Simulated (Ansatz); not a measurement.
**Phases of Hg at 96 GPa**

Structure types of Hg are relaxed in primitive cells with their symmetry kept at 96 GPa, first on PAW files, then by LAPW. The enthalpy is E + pV at zero temperature, without zero-point motion. Only the types listed were tried, and differences under about 5 meV/atom are mesh noise. Not among the end structures: fcc, which may lie lower.

Computed with Ansatz 0.2.0; functional PBEsol, scalar-relativistic. Settings: Fermi–Dirac smearing of 0.08 eV, no spin polarisation. Methods: LAPW: all electrons, basis error target 0.5 meV/atom; PAW: frozen-core files, cutoff 420 eV.

k meshes: bcc 17×17×17, hcp 16×16×9, sc 15×15×15, simple hexagonal 17×17×15, beta tin 17×17×17.

Spin–orbit coupling is left out, which matters for the heavy atoms. The PAW files were made under PBE.

Problem. Order the types by LAPW enthalpy, lowest first.
A. simple hexagonal
B. sc
C. bcc
D. beta tin
E. hcp

Solution. E (0 meV/atom), C (126 meV/atom), A (532 meV/atom), D (647 meV/atom), B (928 meV/atom).

| start type | ends as | a, b, c (Å) | V (Å³/atom) | H − H(lowest), LAPW (meV/atom) | same, PAW |
| --- | --- | --- | --- | --- | --- |
| bcc | bcc, Im-3m | 3.077, 3.077, 3.077 | 14.57 | 126.1 | 126.0 |
| hcp | hcp, P6_3/mmc | 2.709, 2.709, 4.546 | 14.45 | 0.0 | 0.0 |
| sc | sc, Pm-3m | 2.503, 2.503, 2.503 | 15.67 | 927.6 | 925.5 |
| simple hexagonal | simple hexagonal, P6/mmm | 2.629, 2.629, 2.535 | 15.18 | 532.2 | 531.3 |
| beta tin | beta tin, I4_1/amd | 4.898, 4.898, 2.551 | 15.30 | 646.9 | 645.6 |

Problem. Split the lead of hcp over bcc into energy and pV.

Solution. For bcc less hcp: ΔE = +54.2 meV/atom, and p·ΔV = 96 GPa × +0.1200 Å³ × 6.242 meV/(GPa·Å³) = +71.9 meV/atom, together 126.1 meV/atom. hcp wins on both counts.
